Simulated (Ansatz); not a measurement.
Input:

CdTe:
Space group F-43m (No. 216); a = b = c = 6.5578 Å, α = β = γ = 90.00°

```csv
atom,site,symmetry,x,y,z
Te,4c,-43m,0.2500,0.2500,0.2500
Cd,4a,-43m,0.0000,0.0000,0.0000
```
(The calculation used a cell of 2 atoms; values per cell refer to that cell.)

This is the r²SCAN-relaxed structure.

**Question.** All from r²SCAN in the plane-wave PAW code Ansatz, unless another level is named. Estimate the electron effective mass with spin–orbit coupling.

**Answer.** 0.082 mₑ (isotropic).

**Question.** Predict the hole effective mass, band 1 of 3 at the edge.

**Answer.** 0.55 along [100], 2.7 along [110], 1.2 along [111] (mₑ).

**Question.** Next, the formation energy from the elements (no fitted shifts)?

**Answer.** -0.57 eV/atom.

**Question.** Predict the electron effective mass.

**Answer.** 0.090 mₑ (isotropic).

**Question.** And the hole effective mass, band 3 of 3 at the edge?

**Answer.** 0.092 along [100], 0.081 along [110], 0.078 along [111] (mₑ).

**Question.** Predict the weight of the conduction-edge state by species (Voronoi cells).

**Answer.** Cd 68 %, Te 32 %.

The r²SCAN relaxation kept the symmetry of its start; of distortions, only those at the zone centre were tested. The references are the lowest solids computed at this level, not always the standard phases. Spin–orbit coupling is left out wherever it is not named.

Potentials: the later of the program's two PAW sets.

Edges and masses are those of Kohn–Sham bands, whose gap is no quasiparticle gap.
